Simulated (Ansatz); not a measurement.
La3Ga:
```
CELL_PARAMETERS angstrom
      4.93497     0.00000     0.00000
      0.00000     4.93497     0.00000
      0.00000     0.00000     4.93497
ATOMIC_POSITIONS crystal
  La 0.00000 0.50000 0.50000
  La 0.50000 0.00000 0.50000
  La 0.50000 0.50000 0.00000
  Ga 0.00000 0.00000 0.00000
```

Relaxed with r²SCAN.

**Question.** Give the Bader charges and basin volumes of the independent atoms, plane-wave PAW r²SCAN (Ansatz code).

**Answer.** 

| atom | Bader charge (e) | Bader volume (Å³) |
|---|---|---|
| La1 | +0.55 | 28.5 |
| Ga4 | -1.65 | 34.6 |

Space group Pm-3m (Cu3Au type). The workflow started from an entry of the Crystallography Open Database (COD). Its standing as an ambient phase is unchecked. The r²SCAN relaxation kept the symmetry of its start; whether a distortion lowers the energy is not shown. The volume moved by -34 % from the start of the relaxation. The volume fell by over 15 % from the filed cell, which may lack light atoms or belong to other conditions. Scalar-relativistic: spin–orbit coupling is off unless named, which matters more the heavier the elements.

Potentials: the later of the program's two PAW sets.
